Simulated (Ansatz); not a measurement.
Energy over volume and axial ratio for WC (WC type, space group P-6m2)

WC (WC type, space group P-6m2)

```
WC
1.0
    2.89847     0.00000     0.00000
   -1.44924     2.51015     0.00000
    0.00000     0.00000     2.82774
W C
1 1
Direct
  0.00000   0.00000   0.00000
  0.66667   0.33333   0.50000
```

The relaxed cell is deformed in two ways at once: its volume V is scaled, and at that volume it is stretched along z (the c axis of the conventional cell) so that c/a changes. Fractional atomic positions are held.

Method: PBEsol (plane waves to 420 eV, PAW, scalar-relativistic; Ansatz, a program for electronic structure). k mesh 18×18×16 (Γ-centred), Fermi-Dirac smearing 0.05 eV. The energy includes the smearing's −TS. Compression counts positive. With partly filled bands, the response to shear is sensitive to the k mesh, so small differences along c/a are uncertain. Spin-orbit coupling is left out, though W is heavy. WC is run without spin polarisation. WC was relaxed with its symmetry unable to fall. ΔE is measured from the relaxed starting cell.

ΔE (kJ/mol of atoms), with V/V₀ across and (c/a)/(c/a)₀ down:

```
(c/a)/(c/a)₀ \ V/V₀  0.920  0.960  1.000  1.040  1.080
-------------------  -----  -----  -----  -----  -----
0.880                 40.7   30.4   25.5   24.8   27.6
0.940                 17.3    9.0    5.8    6.8   11.2
1.000                  9.4    2.2    0.0    1.9    7.1
1.060                 13.7    6.9    5.1    7.4   12.9
1.120                 27.6   20.7   18.8   21.0   26.4
```

P (GPa), with V/V₀ across and (c/a)/(c/a)₀ down:

| (c/a)/(c/a)₀ \ V/V₀ | 0.920 | 0.960 | 1.000 | 1.040 | 1.080 |
|---|---|---|---|---|---|
| 0.880 | 53.5 | 30.0 | 10.9 | -4.8 | -17.5 |
| 0.940 | 45.3 | 22.4 | 3.9 | -11.2 | -23.5 |
| 1.000 | 40.7 | 18.2 | 0.0 | -14.8 | -26.8 |
| 1.060 | 38.8 | 16.6 | -1.5 | -16.1 | -27.9 |
| 1.120 | 39.1 | 17.0 | -1.0 | -15.6 | -27.4 |

What the scan shows:

The modulus against c/a change at fixed volume, (3/4V)·∂²E/∂(ln c/a)² (fit, atoms clamped) is 370 GPa. Lowest place on the grid: V/V₀ = 1.000, (c/a)/(c/a)₀ = 1.000 (0 meV/atom). Highest place on the grid: V/V₀ = 0.920, (c/a)/(c/a)₀ = 0.880 (422 meV/atom).

(Under strain, the slope of the energy per volume gives the stress and its curvature an elastic modulus.)
